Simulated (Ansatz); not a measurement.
Mg7SiN6: Electric field gradients

The cell is a Materials Project structure (computed, not necessarily an observed phase), taken as it stands.

```
Mg Si N
1.0
    -2.74790    5.14483    5.75709
     2.74790   -5.14483    5.75709
     2.74790    5.14483   -5.75709
Mg Si N
14 2 12
Direct
  0.95789 0.71866 0.67654
  0.04211 0.28134 0.32346
  0.45789 0.78134 0.23923
  0.54211 0.21866 0.76077
  0.39108 0.51482 0.66594
  0.84888 0.72514 0.33406
  0.65112 0.98518 0.87627
  0.10892 0.77486 0.12373
  0.60892 0.48518 0.33406
  0.15113 0.27486 0.66594
  0.34887 0.01482 0.12373
  0.89108 0.22514 0.87627
  0.75000 0.25000 0.50000
  0.25000 0.75000 0.50000
  0.75000 0.75000 0.00000
  0.25000 0.25000 0.00000
  0.72283 0.63431 0.70110
  0.93322 0.02173 0.29890
  0.56678 0.86569 0.08851
  0.77717 0.47827 0.91149
  0.27717 0.36569 0.29890
  0.06678 0.97827 0.70110
  0.43322 0.13431 0.91149
  0.22283 0.52173 0.08851
  0.34454 0.12916 0.47370
  0.65546 0.87084 0.52630
  0.84454 0.37084 0.21538
  0.15546 0.62916 0.78462
```

Atoms are numbered from 1 in the order listed; like atoms form one site, named after its first atom.

Computed with Ansatz: DFT, r2SCAN, plane waves and PAW, scalar-relativistic, 500 eV cutoff, Γ-centred 6×6×6 k-points, Fermi–Dirac smearing 0.02 eV.

Conventions: |V_zz| ≥ |V_yy| ≥ |V_xx|, η = (V_xx − V_yy)/V_zz, C_Q = eQV_zz/h. ν_Q = 3|C_Q|/[2I(2I − 1)].

²⁵Mg: I = 5/2, Q = 199.4 mb; N-14: I = 1, Q = 20.44 mb. Q values from Pyykkö, Mol. Phys. 116, 1328 (2018).

Q: Give the quadrupolar parameters of the distinct sites.

A: 

| site | atoms (order as listed) | first shell | C_Q (MHz) | η | ν_Q (MHz) |
| --- | --- | --- | --- | --- | --- |
| Mg1 | 1, 2, 3, 4 | 4 N at 2.09–2.24 Å; also 1 N at 3.22 Å | 11.7 | 0.24 | 1.76 |
| Mg5 | 5, 6, 7, 8, 9, 10, … | 4 N at 2.12–2.23 Å; also 1 N at 2.76 Å | -8.42 | 0.76 | 1.26 |
| Mg13 | 13, 14 | 4 N at 2.19 Å | -11.1 | 0.51 | 1.66 |
| N17 | 17, 18, 19, 20, 21, 22, … | 1 Si at 1.76 Å, 4 Mg at 2.12–2.19 Å; also 1 Mg at 2.76 Å | 0.843 | 0.62 | 1.26 |
| N25 | 25, 26, 27, 28 | 6 Mg at 2.09–2.24 Å | -0.490 | 0.61 | 0.735 |

Si has no stable isotope with a ground-state quadrupole moment in the table, so these sites are left out.

The run took 5.6 min of wall time (11 min of CPU time) and 2.7 GiB at its peak, on 2 threads of Intel Xeon Processor @ 2.50GHz (Skylake/Cascade Lake) (x86_64; 62 cores open to the job, memory cap 5.0 GiB, no GPU), a shared host with a load of 0.9 a core.
